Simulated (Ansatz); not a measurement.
CeSi2Bi2C in Ansatz, relaxation

Launch command:

```bash
ansatz run input.yaml --threads 2 --pin off --max-ram 3584MiB --backend cpu --events-out ev --progress --plain --runs-dir out
```

The input file (Ansatz 0.2.0, plane waves):

```yaml
crystal:
  lattice:
    - [4.573171, 0.0, 0.0]
    - [0.0, 4.573171, 0.0]
    - [0.0, 0.0, 6.023506]
  atoms:
    - { symbol: Ce, position: [0.0, 0.0, 0.0] }
    - { symbol: Si, position: [0.5, 0.5, 0.224] }
    - { symbol: Si, position: [0.5, 0.5, 0.776] }
    - { symbol: Bi, position: [0.0, 0.5, 0.5] }
    - { symbol: Bi, position: [0.5, 0.0, 0.5] }
    - { symbol: C, position: [0.0, 0.0, 0.5] }
kpoints:
  mp_grid: { grid: [5, 5, 4], shift: [0, 0, 0] }
magnetization:
  spin_polarized: false
scf:
  occupations: { method: fermi_dirac }
  lower_state_search: "off"
hamiltonian:
  pseudopotentials: { kind: paw }
  xc: r2scan
basis:
  ecutwfc: 500
  fft_grid_basis: typed
relax:
  max_steps: 40
  cell: { p_target: 0.0 }
  f_tol: 0.03
output:
  forces: true
  stress: true
  eigenvalues: true
  bader: true
  populations: true
  elf: true
  write_potential: true
  volumetric_format: npy
  dos:
    e_range: [-12, 8]
    de: 0.05
    projected: { site_lists: { Bi: [Bi], C: [C], Ce: [Ce], Si: [Si] } }
  write_density: true
checkpoint:
  read: saved_state
```

Origin of the cell: a known structure type with other elements, at an estimated volume, so it need not be a known compound.

The smearing width isn't typed, so it takes its default of 0.1 eV.

The saved state is a converged single point of the same cell.

Steps («new basis» is an SCF on plane waves selected anew at the same cell):

```csv
step,ΔF (meV/atom),max force component (eV/Å),P (GPa),volume (Å³),SCF iterations,step was
1,0.0,2.442,8.93,125.97,27,accepted
2,-214.5,0.230,0.26,136.08,14,accepted
3,-262.1,0.940,1.56,134.01,13,accepted
4,-312.8,0.070,1.53,133.43,11,accepted
5,-350.2,0.988,1.89,133.60,12,accepted
6,-343.7,0.275,0.92,136.83,13,rejected
7,-363.7,0.022,-0.85,138.34,17,accepted
8,-363.8,0.160,0.72,135.74,10,accepted
9,-364.8,0.009,0.06,136.81,8,accepted
10,-364.8,0.002,0.00,136.90,7,accepted
11,-366.3,0.002,0.05,136.90,9,new basis
12,-366.3,0.001,0.00,137.01,7,accepted
13,-366.3,0.001,0.00,137.01,6,new basis
```

The starting structure.

Space group P4/mmm (No. 123); the run's cell has a = 4.573 Å, b = 4.573 Å, c = 6.024 Å, α = 90.00°, β = 90.00°, γ = 90.00°. Shortest distances: Bi–C 2.29 Å, Si–Si 2.70 Å, Bi–Si 2.83 Å, C–Ce 3.01 Å, Bi–Bi 3.23 Å, Ce–Si 3.50 Å.

The relaxed structure.

Space group P4/mmm (No. 123); the run's cell has a = 5.259 Å, b = 5.259 Å, c = 4.953 Å, α = 90.00°, β = 90.00°, γ = 90.00°. Shortest distances: Si–Si 2.29 Å, C–Ce 2.48 Å, Bi–C 2.63 Å, Bi–Si 2.95 Å.

```
CELL_PARAMETERS angstrom
5.25932 0.00000 0.00000
0.00000 5.25932 0.00000
0.00000 0.00000 4.95312
ATOMIC_POSITIONS crystal
Ce 0.00000 0.00000 0.00000
Si 0.50000 0.50000 0.23132
Si 0.50000 0.50000 0.76868
Bi 0.00000 0.50000 0.50000
Bi 0.50000 0.00000 0.50000
C 0.00000 0.00000 0.50000
```

- Free energy lowered by: 366.3 meV/atom
- Volume change: 8.76 %
- Final pressure: 0.00 GPa
- Relaxation steps listed: 13

Caveats: f shells without a U or exact exchange are poorly placed; no spin polarisation, so a magnetic state may lie lower; no spin-orbit coupling, though heavy elements are present; the k mesh is coarse if the cell is a metal; the relaxation held the start's symmetry, so the end may be a saddle point.

It ran for 140 s of wall time on 2 CPU thread(s) of a shared host, from a saved density.
